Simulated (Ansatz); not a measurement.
A cold calorimeter or bolometer resolves small energies when its absorber holds little heat, and in an insulator that falls as (T/Θ)³.

Si serves as the reference. A cube of 5 mm edge at 1 K; all rows have a gap at this level.

Levels of theory (Ansatz, a plane-wave PAW program): Debye temperature: r²SCAN, elastic tensor, Hill average; volume per atom, density: r²SCAN, relaxed cell.

Runs started from generated or typed cells of the structure named: 2H-SiC; Si; GaN; Ge. Of the phases: the Γ and L minima of Ge lie closer than these levels can tell, and the real crystal has its minimum at L. Spin–orbit coupling is left out unless named.

Definitions used: C per volume = 1944 J/(K·mol)(T/Θ)³/(0.6022 V) = 3228 (T/Θ)³/V; thermodynamic noise = √(k_B T² C_total); relative noise = noise/noise_ref.

| crystal | Debye temperature (K) | V (Å³/atom) | density (g/cm³) | C (J/K per cm³) | noise (eV) | noise (relative) |
|---|---|---|---|---|---|---|
| 2H-SiC | 1190 | 10.34 | 3.22 | 1.853e-7 | 3530 | 0.58 |
| Si (diamond type), reference | 659 | 20.17 | 2.31 | 5.592e-7 | 6132 | 1.00 |
| GaN (wurtzite) | 636 | 11.37 | 6.11 | 1.104e-6 | 8616 | 1.41 |
| Ge (diamond type) | 376 | 22.83 | 5.28 | 2.660e-6 | 13370 | 3.7 |

Question: Check the column «noise (relative)» against the rules: one row is wrong. Find and correct it.

Answer: The row of Ge shows 3.7. From its own inputs, relative noise: 13370/6132 = 2.2. The other rows agree with the rules.

With the correction: Ranking by relative noise, lowest first: 2H-SiC (0.58 ± 0.035), Si (1.00 ± 0.060), GaN (1.41 ± 0.085), Ge (2.2 ± 0.13). The ± follows from allowances picked for this note (Debye temperature 4 %, volume per atom 1 %), carried to first order and added in quadrature, each row's own inputs moving alone; ≈ joins neighbours closer than their two ± added in quadrature. 1 of the 3 others clearly beat the reference on this figure.

Θ comes from averaged elastic constants. Free carriers, two-level defects, nuclear spins and metal films add heat capacity that the Debye law lacks. Where several phases of a formula are at hand, those over 0.1 eV/atom above the lowest were not drawn (by r²SCAN where it compared them, else by the largest value; a layered or molecular lowest phase counts only with a dispersion term); other phases could lie lower still. Each row is the phase named, which need not be the stable one under ambient conditions. Rows were sampled with a lean to familiar crystals, related or not, whatever their agreement with measurement; tables with many equal figures were not kept. Limits of the draw: gap over 1 eV but for Si, Ge and GaAs, no magnets; for moduli and speeds, an anisotropy index under 2.5, no layered crystals; no unfamiliar magnets, and cubic perovskites only if shown or known to be stable. As a rule kept out of such tables: 4f compounds, open-shell compounds run without a Hubbard term, cells found unstable in the tests at hand, cells close to a higher symmetry, and runs set to a pressure or over 12 % in volume from the crystal's fullest run.
